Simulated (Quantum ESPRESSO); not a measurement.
**Band energies of ZnS**

```
ZnS
1.0
    1.90307     1.09874     9.35195
   -1.90307     1.09874     9.35195
    0.00000    -2.19748     9.35195
S Zn
3 3
Direct
  0.91673   0.91673   0.91673
  0.47215   0.47215   0.47215
  0.69464   0.69464   0.69464
  0.00003   0.00003   0.00003
  0.77773   0.77773   0.77773
  0.55538   0.55538   0.55538
```

PBEsol (Quantum ESPRESSO, PseudoDojo norm-conserving, 84 Ry, no spin-orbit coupling); path ΓLB1,BZΓX,QFP1Z,LP; energies in eV from the valence-band maximum.

| k (1/Å) | point | band 35 | band 36 | band 37 | band 38 | band 39 | band 40 | band 41 | band 42 |
|---|---|---|---|---|---|---|---|---|---|
| 0.00 | Γ | -0.70 | -0.70 | -0.06 | 0.00 | 0.00 | 2.06 | 3.21 | 3.36 |
| 0.19 |  | -0.88 | -0.81 | -0.66 | -0.14 | -0.09 | 2.65 | 3.70 | 3.86 |
| 0.58 |  | -2.21 | -1.62 | -1.54 | -0.79 | -0.60 | 3.65 | 4.02 | 4.28 |
| 0.96 | L | -2.19 | -1.98 | -1.96 | -1.33 | -0.90 | 3.19 | 3.77 | 3.93 |
| 1.35 |  | -3.01 | -2.25 | -1.93 | -1.88 | -1.59 | 4.17 | 4.48 | 5.25 |
| 1.54 | B1 | -3.09 | -2.50 | -2.25 | -1.72 | -1.46 | 4.34 | 4.56 | 5.33 |
| 1.54 | B | -3.09 | -2.50 | -2.25 | -1.72 | -1.46 | 4.34 | 4.56 | 5.33 |
| 1.75 |  | -3.02 | -2.43 | -2.19 | -1.39 | -1.20 | 4.37 | 4.38 | 5.06 |
| 2.18 |  | -1.63 | -1.13 | -1.00 | -0.90 | -0.76 | 4.15 | 4.24 | 4.63 |
| 2.61 | Z | -0.90 | -0.25 | -0.25 | -0.24 | -0.24 | 3.06 | 3.18 | 3.33 |
| 2.61 | Γ | -0.70 | -0.70 | -0.06 | 0.00 | 0.00 | 2.06 | 3.21 | 3.36 |
| 2.77 |  | -0.82 | -0.79 | -0.46 | -0.12 | -0.07 | 2.50 | 3.57 | 3.73 |
| 2.93 |  | -1.49 | -1.09 | -0.99 | -0.38 | -0.24 | 3.27 | 4.27 | 4.46 |
| 3.25 |  | -2.40 | -2.19 | -2.00 | -1.32 | -0.85 | 4.57 | 4.85 | 4.94 |
| 3.57 |  | -2.99 | -2.30 | -2.00 | -1.89 | -1.61 | 4.20 | 4.76 | 5.33 |
| 3.73 | X | -3.09 | -2.54 | -2.15 | -1.79 | -1.46 | 4.27 | 4.82 | 4.92 |
| 3.73 | Q | -3.09 | -2.54 | -2.15 | -1.79 | -1.46 | 4.27 | 4.82 | 4.92 |
| 4.08 |  | -2.57 | -2.09 | -1.72 | -1.49 | -1.19 | 3.55 | 4.08 | 4.59 |
| 4.26 | F | -2.28 | -1.91 | -1.29 | -1.29 | -1.29 | 3.20 | 3.51 | 4.15 |
| 4.26 | P1 | -2.24 | -1.84 | -1.52 | -1.34 | -1.08 | 3.33 | 3.48 | 3.93 |
| 4.45 |  | -2.11 | -1.53 | -1.39 | -1.19 | -0.99 | 3.34 | 3.50 | 4.08 |
| 4.82 |  | -1.41 | -1.03 | -0.95 | -0.75 | -0.50 | 3.89 | 4.00 | 4.29 |
| 5.19 | Z | -0.90 | -0.25 | -0.25 | -0.24 | -0.24 | 3.06 | 3.18 | 3.33 |
| 5.19 | L | -2.19 | -1.98 | -1.96 | -1.33 | -0.90 | 3.19 | 3.77 | 3.93 |
| 5.41 | P | -2.24 | -1.84 | -1.52 | -1.34 | -1.08 | 3.33 | 3.48 | 3.93 |

The PBEsol gap is direct, 2.06 eV at Γ.

Geometry of the Materials Project entry, not relaxed at this level.

This is not the ordinary phase of the substance.
